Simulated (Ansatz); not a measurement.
Structure: SnPb₃O₄ on the sites of the litharge structure (relaxed group Pmm2), at its r2SCAN+rVV10 minimum. Space group Pmm2 (No. 25), orthorhombic; a = 3.926 Å, b = 7.858 Å, c = 4.961 Å in the conventional setting, 19.13 Å³ an atom. Sn is surrounded by 4 O at 2.16–2.21 Å; Pb is surrounded by 4 O at 2.32–2.33 Å; O is surrounded by 1 Sn at 2.16 Å and 3 Pb at 2.33–2.35 Å; O is surrounded by 2 Sn at 2.21 Å and 2 Pb at 2.32 Å; Pb is surrounded by 4 O at 2.30–2.35 Å; O is surrounded by 4 Pb at 2.30–2.33 Å.

```yaml
crystal:
  lattice:
    - [3.92590, 0.00000, 0.00000]
    - [0.00000, 7.85839, 0.00000]
    - [0.00000, 0.00000, 4.96128]
  atoms:
    - { symbol: Sn, position: [0.50000, 0.00000, 0.77822] }
    - { symbol: Pb, position: [0.00000, 0.24469, 0.24410] }
    - { symbol: O, position: [0.50000, 0.23871, 0.99309] }
    - { symbol: O, position: [0.00000, 0.00000, 0.98229] }
    - { symbol: Pb, position: [0.50000, 0.50000, 0.76142] }
    - { symbol: Pb, position: [0.00000, 0.75531, 0.24410] }
    - { symbol: O, position: [0.50000, 0.76129, 0.99309] }
    - { symbol: O, position: [0.00000, 0.50000, 0.00369] }
```

4 runs of Ansatz 0.2.0 on this cell differ in the functional (and in the settings that go with it). Levels are in eV from each run's valence top; v1 is the last filled band, c1 the first empty one.

Run A, mean stress +4.7 GPa (compression positive):

| point | v2 | v1 | c1 | c2 |
| --- | --- | --- | --- | --- |
| Γ | -2.05 | -0.05 | 2.21 | 3.15 |
| X | -1.46 | -1.37 | 0.78 | 0.79 |
| S | -1.79 | -1.43 | 2.01 | 2.05 |
| Y | -0.81 | -0.01 | 3.08 | 3.12 |
| Z | -1.49 | -0.98 | 1.68 | 2.79 |
| U | -1.46 | -0.85 | 2.77 | 2.79 |

Run B, mean stress +1.2 GPa (compression positive):

| point | v2 | v1 | c1 | c2 |
| --- | --- | --- | --- | --- |
| Γ | -2.14 | -0.03 | 2.62 | 3.50 |
| X | -1.61 | -1.43 | 1.07 | 1.08 |
| S | -1.93 | -1.50 | 2.30 | 2.33 |
| Y | -0.88 | -0.02 | 3.45 | 3.47 |
| Z | -1.61 | -1.04 | 2.01 | 3.10 |
| U | -1.61 | -0.92 | 3.07 | 3.11 |

Run C, mean stress +0.6 GPa (compression positive):

| point | v2 | v1 | c1 | c2 |
| --- | --- | --- | --- | --- |
| Γ | -2.41 | -0.02 | 3.70 | 4.64 |
| X | -2.06 | -1.53 | 2.03 | 2.04 |
| S | -2.30 | -1.67 | 3.34 | 3.39 |
| Y | -0.98 | -0.03 | 4.58 | 4.58 |
| Z | -1.91 | -1.21 | 3.11 | 4.22 |
| U | -1.91 | -1.06 | 4.19 | 4.25 |

Run D, mean stress +0.7 GPa (compression positive):

| point | v2 | v1 | c1 | c2 |
| --- | --- | --- | --- | --- |
| Γ | -2.35 | -0.02 | 3.02 | 3.94 |
| X | -2.01 | -1.50 | 1.37 | 1.39 |
| S | -2.26 | -1.63 | 2.67 | 2.71 |
| Y | -0.97 | -0.02 | 3.89 | 3.89 |
| Z | -1.88 | -1.19 | 2.44 | 3.53 |
| U | -1.88 | -1.03 | 3.50 | 3.56 |

**Question.** Match the runs to PBE, r2SCAN, HSE06, PBE0.

**Answer.** A is PBE, B is r2SCAN, C is PBE0, D is HSE06. In order of the gap: PBE 0.78, r2SCAN 1.07, HSE06 1.37, PBE0 2.03 eV.

The calculation is spin-unpolarised, and the structure need not be a phase that has been made.

Spin-orbit coupling is left out; in compounds of Pb, Bi, Tl or Hg it can lower a gap by up to about 1 eV, split its edges or invert the bands.

The stress of a hybrid is loosely converged in these runs.

The meshes of the hybrids are coarse, so their gaps aren't converged to the digits shown.
